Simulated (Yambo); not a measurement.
G0W0@LDA for Rh$_{2}$O$_{3}$ (corundum, space group R-3c, No. 167) in Yambo. Reference settings: 2×2×2 Γ-centred k mesh, bands 17 to 185 and a 7 Ry block in the screening, 185 bands in G with the Bruneval-Gonze terminator, plasmon pole fitted at 27.2 eV. The LDA gap Γ → F on this mesh is 0.53 eV; G0W0 gaps are taken between the same points.

Gap (Γ → F) in eV against the number of bands and the screening block, terminator on:

```json
[
 {"bands (W and G)": "71", "2 Ry": "1.525", "3 Ry": "1.178", "4 Ry": "1.073", "6 Ry": "1.057", "7 Ry": "1.067"},
 {"bands (W and G)": "90", "2 Ry": "1.545", "3 Ry": "1.192", "4 Ry": "1.089", "6 Ry": "1.075", "7 Ry": "1.087"},
 {"bands (W and G)": "117", "2 Ry": "1.535", "3 Ry": "1.173", "4 Ry": "1.064", "6 Ry": "1.053", "7 Ry": "1.068"},
 {"bands (W and G)": "151", "2 Ry": "1.523", "3 Ry": "1.155", "4 Ry": "1.041", "6 Ry": "1.034", "7 Ry": "1.046"},
 {"bands (W and G)": "185", "2 Ry": "1.523", "3 Ry": "1.156", "4 Ry": "1.041", "6 Ry": "1.030", "7 Ry": "1.043"}
]
```

Rough cost of the Yambo step against the reference (shared machines):

| bands (W and G) | 2 Ry | 3 Ry | 4 Ry | 6 Ry | 7 Ry |
|---|---|---|---|---|---|
| 71 | 1/2 | 1/3 | 1/3 | 1/2 | ~1 |
| 90 | ~1 | ~1 | ~1 | ~1 | ~1 |
| 117 | ~1 | ~1 | ~1 | ~1 | ~1 |
| 151 | ~1 | ~1 | ~1 | ~1 | ~1 |
| 185 | ~1 | ~1 | ~1 | ~1 | 1 |

At the largest block the last step in bands moves the gap by -0.003 eV; at the most bands the last step in the block moves it by 0.013 eV.

Spin-orbit splittings are left out.

Geometry of the Materials Project entry, not relaxed at this level; primitive cell a = b = c = 5.500 Å, α = β = γ = 55.76°.
